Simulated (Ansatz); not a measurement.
Total density of states per atom from PBEsol (plane waves, PAW; program Ansatz), in 0.25 eV bins, energy from the Fermi level:

| E (eV) | states/eV/atom |
|---|---|
| -7.85 | 0.16 |
| -7.60 | 0.18 |
| -7.35 | 0.24 |
| -7.10 | 0.39 |
| -6.85 | 0.51 |
| -6.60 | 0.74 |
| -6.35 | 0.98 |
| -6.10 | 1.14 |
| -5.85 | 1.19 |
| -5.60 | 1.54 |
| -5.35 | 1.65 |
| -5.10 | 1.11 |
| -4.85 | 1.13 |
| -4.60 | 1.18 |
| -4.35 | 0.99 |
| -4.10 | 1.31 |
| -3.85 | 1.13 |
| -3.60 | 0.90 |
| -3.35 | 0.81 |
| -3.10 | 1.12 |
| -2.85 | 1.36 |
| -2.60 | 0.92 |
| -2.35 | 0.68 |
| -2.10 | 0.61 |
| -1.85 | 0.70 |
| -1.60 | 0.84 |
| -1.35 | 1.11 |
| -1.10 | 1.26 |
| -0.85 | 1.15 |
| -0.60 | 0.99 |
| -0.35 | 0.88 |
| -0.10 | 0.66 |
| 0.15 | 0.69 |
| 0.40 | 1.20 |
| 0.65 | 1.36 |
| 0.90 | 1.54 |
| 1.15 | 1.46 |
| 1.40 | 1.40 |
| 1.65 | 1.35 |
| 1.90 | 1.83 |
| 2.15 | 1.44 |
| 2.40 | 0.65 |
| 2.65 | 0.47 |
| 2.90 | 0.39 |
| 3.15 | 0.31 |
| 3.40 | 0.28 |
| 3.65 | 0.27 |
| 3.90 | 0.29 |
| 4.15 | 0.36 |
| 4.40 | 0.31 |
| 4.65 | 0.29 |

Q: Which of these materials gives this?
(A) VRu, CsCl type
(B) VPt, L1₀ or tetragonal B2
(C) ScZn, CsCl type
(D) MgPt3, Cu3Au type

A: B, VPt, L1₀ or tetragonal B2. Within 0.5 eV of the Fermi level: V 3d 76 %, Pt 5d 17 %. Projections are on Löwdin-orthogonalised atomic valence shells; empty p or d shells of many metals are not among them.

Space group P4/mmm (L1₀ or tetragonal B2). The workflow started from an entry of the Crystallography Open Database (COD). Its standing as an ambient phase is unchecked. Symmetry was held in the PBEsol relaxation; of distortions, only those at the zone centre were tested. The workflow began spin-polarised and lost its moments. Scalar-relativistic: spin–orbit coupling is off unless named, which matters more the heavier the elements.

Potentials: the later of the program's two PAW sets.
